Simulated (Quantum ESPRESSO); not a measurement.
Ta4Sc4, one composition in several site orders

Computed values, not a measurement. The program is pw.x of Quantum ESPRESSO 7.5 (plane-wave density functional theory). The cell is made up: eight metal atoms on a hexagonal close-packed lattice, with elements, volume, strain and displacements drawn at random and not relaxed, so it may be unstable or far from any real phase. PseudoDojo standard norm-conserving files set the functional (PBE unless stated); there is no spin polarisation or spin-orbit coupling, the Fermi-Dirac width of 0.25 eV means electrons at about 2900 K, and the masses in the input are unused placeholders. Heavy elements are run without spin-orbit coupling, which real alloys of them have. A spin test at this wide smearing found no moment, but such smearing suppresses magnetism that the real alloy may have.

The runs put one composition on the sites in different orders. Cell, positions, cutoff, mesh and smearing stay as in the input of run 1; sites are counted in its order. Stress in the tables is positive in tension.

Input of run 1:

```
&control calculation='scf', pseudo_dir='./dojo.nc.sr.pbe.v0_5.standard.upf', outdir='./o', disk_io='minimal', tprnfor=.true., tstress=.true. /
&system ibrav=0, nat=8, ntyp=2, nbnd=66, ecutwfc=77.98206166, nosym=.true., tot_charge=0,
 occupations='smearing', smearing='fd', degauss=0.0183746611
/
&electrons conv_thr=1.470e-08, electron_maxstep=70, mixing_beta=0.5 /
ATOMIC_SPECIES
Sc 1.0 Sc.upf
Ta 1.0 Ta.upf
CELL_PARAMETERS angstrom
3.1173 -0.0184 -0.0376
-0.0318 5.4291 0.0508
-0.1176 0.0917 9.7133
ATOMIC_POSITIONS angstrom
Ta -0.0022 0.0033 0.0462
Ta -0.0981 0.0248 4.8441
Sc -0.0572 1.8277 2.51
Sc -0.1899 1.8758 7.3085
Sc 1.4574 2.6642 0.0121
Ta 1.4912 2.8125 4.8616
Ta 1.514 4.61 2.4985
Sc 1.4982 4.6115 7.3273
K_POINTS automatic
7 4 3 1 1 1
```

```
run  elements on sites 1 to 8  free energy less that of run 1 (eV)  -TS (eV)  pressure (GPa)  stress xx (GPa)  stress yy (GPa)  stress zz (GPa)  stress yz (GPa)  stress xz (GPa)  stress xy (GPa)  iterations
  1   Ta Ta Sc Sc Sc Ta Ta Sc                                0.000    -1.979            0.71             1.29             0.56            -3.99            -0.07            -0.35            -0.62          21
  2   Ta Sc Sc Sc Ta Ta Ta Sc                                0.162    -1.961            0.41             1.89             1.09            -4.22            -0.49            -0.85            -0.94          21
  3   Ta Sc Sc Ta Ta Sc Ta Sc                                0.280    -2.045            0.36             2.02             0.87            -3.97             0.10            -0.59            -0.71          21
  4   Ta Sc Sc Sc Sc Ta Ta Ta                                0.043    -1.910            0.41             1.75            -0.50            -2.48             0.47            -0.50            -0.93          19
  5   Ta Ta Sc Ta Sc Sc Sc Ta                                0.210    -2.030            0.42             1.95             0.77            -3.99             0.42            -0.57            -0.44          20
```

Forces Fx Fy Fz (eV/Å):

| site | run 1 | run 2 | run 3 | run 4 | run 5 |
| --- | --- | --- | --- | --- | --- |
| 1 | 0.07 -0.45 0.68 | 0.16 -0.33 0.36 | 0.17 -0.01 0.26 | -0.06 -0.77 -0.10 | -0.13 0.06 -1.24 |
| 2 | 0.08 -0.07 -0.20 | 0.31 0.24 -0.09 | 0.34 0.43 0.08 | 0.31 0.09 0.47 | 0.35 0.37 1.41 |
| 3 | 0.00 0.17 0.01 | -0.01 0.59 -0.26 | -0.03 0.34 -0.84 | -0.01 0.30 0.07 | -0.04 -0.11 -0.25 |
| 4 | 0.24 -0.15 -0.48 | 0.29 0.39 0.13 | 0.39 0.08 0.79 | 0.26 0.01 -0.38 | 0.07 -0.54 0.08 |
| 5 | 0.20 0.47 0.35 | 0.08 0.37 0.27 | -0.06 0.12 -0.32 | 0.18 0.67 0.12 | 0.14 0.30 -0.22 |
| 6 | -0.16 0.25 0.03 | -0.25 0.23 -0.39 | -0.23 -0.36 0.44 | -0.21 0.65 0.06 | -0.17 -0.29 0.56 |
| 7 | -0.03 -0.26 -0.23 | -0.22 -0.97 -0.65 | -0.23 -0.34 -1.05 | -0.21 -0.62 -0.68 | -0.18 -0.12 -0.36 |
| 8 | -0.40 0.03 -0.15 | -0.37 -0.53 0.63 | -0.36 -0.26 0.64 | -0.25 -0.33 0.44 | -0.04 0.33 0.02 |

The sites are displaced and not relaxed, so the energy differences mix bonding between neighbours with strain and are not ordering energies. A rerun of one cell of this series at a higher cutoff and on a denser mesh moved values by no more than 0.005 eV in energy, 0.07 GPa in stress and 0.007 eV/Å in force, and a second program with other atomic files agreed on that cell to 2 % rms in force and 0.5 GPa in pressure.